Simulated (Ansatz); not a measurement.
ReS₂ (rutile, P4_2/mnm) under volume change, the program Ansatz at the r²SCAN level (PAW), shape and atoms relaxed at each volume.

```csv
V (Å³/atom),E − E(relaxed) (meV/atom),P (GPa)
16.313,…,…
16.851,36.7,11.58
17.389,8.6,5.30
17.927,0.0,0.00
18.464,7.7,-4.44
19.002,29.0,-8.14
19.540,…,…
```

### Question
What belongs in the gaps?

### Answer

- 16.313, E − E(relaxed) (meV/atom): 87.7
- 16.313, P (GPa): 19.04
- 19.540, E − E(relaxed) (meV/atom): 61.7
- 19.540, P (GPa): -11.17

### Question
What does a third-order Birch–Murnaghan fit give for V₀, B₀ and B′?

### Answer
V₀ = 17.93 Å³/atom, B₀ = 160 GPa, B′ = 4.9.

The cell is a constructed one: a structure type filled with these elements; neither database checked (COD, Materials Project) lists it. Its standing as an ambient phase is unchecked. The cell was relaxed with r²SCAN under the symmetry of its start; whether a distortion lowers the energy is not shown. No spin polarisation was allowed. Spin–orbit coupling is left out wherever it is not named.

Potentials: the later of the program's two PAW sets.
